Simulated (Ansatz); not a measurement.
SiO₂:
```cif
data_O4Si2
_chemical_formula_sum 'Si2 O4'
_space_group_name_H-M_alt 'P 1'
_space_group_IT_number 1
_cell_length_a 3.78449
_cell_length_b 3.78449
_cell_length_c 3.78449
_cell_angle_alpha 90.000
_cell_angle_beta 90.000
_cell_angle_gamma 90.000
loop_
_space_group_symop_operation_xyz
  'x, y, z'
loop_
_atom_site_label
_atom_site_type_symbol
_atom_site_fract_x
_atom_site_fract_y
_atom_site_fract_z
_atom_site_occupancy
Si1 Si 0.50000 0.50000 0.50000 1
Si2 Si 0.00000 0.00000 0.00000 1
O1 O 0.25000 0.25000 0.25000 1
O2 O 0.25000 0.75000 0.75000 1
O3 O 0.75000 0.75000 0.25000 1
O4 O 0.75000 0.25000 0.75000 1
```

Relaxed with PBEsol. PBEsol in the plane-wave PAW code Ansatz gives a gap of 4.71 eV.

Problem. What gap does HSE06 give on the same cell (Ansatz, PAW)?

Solution. 6.74 eV, 2.03 eV more. The hybrid was solved on a coarser mesh and at special points; the gap given is the minimum over both.

| k | v1 PBEsol | c1 PBEsol | v1 HSE06 | c1 HSE06 |
|---|---|---|---|---|
| Γ | -0.57 | 4.71 | -0.59 | 6.74 |
| R | 0.00 | 6.66 | ? | ? |
| M | -0.41 | 9.37 | ? | ? |
| X | -1.06 | 7.35 | ? | ? |

Problem. Top valence (v1) and lowest conduction level (c1) in eV from each method's valence maximum (which need not be a listed point): supply the withheld HSE06 values.

Solution. 
- R, v1 HSE06: 0.00
- R, c1 HSE06: 8.82
- M, v1 HSE06: -0.44
- M, c1 HSE06: 11.72
- X, v1 HSE06: -1.12
- X, c1 HSE06: 9.49

Cost on shared cores: the PBEsol run (SCF on a 7×7×7 mesh, then bands and DOS) very roughly 11 core-seconds, the HSE06 run (SCF on 4×4×4, then a few points) about 29 core-seconds (a rough figure); the tasks are unlike.

Space group Pn-3m. The first step of the workflow began from a Materials Project structure, measured or hypothetical; the Crystallography Open Database copy checked does not list it. It is not the phase usual at ambient conditions (space group No. 92, 152, 154). The cell was relaxed with PBEsol under the symmetry of its start; its stability against distortions is not shown here.

Potentials: the earlier of the program's two PAW sets. The files were generated under PBE; for other functionals the program regenerates the frozen cores, and for LDA and PBEsol the local potential too.
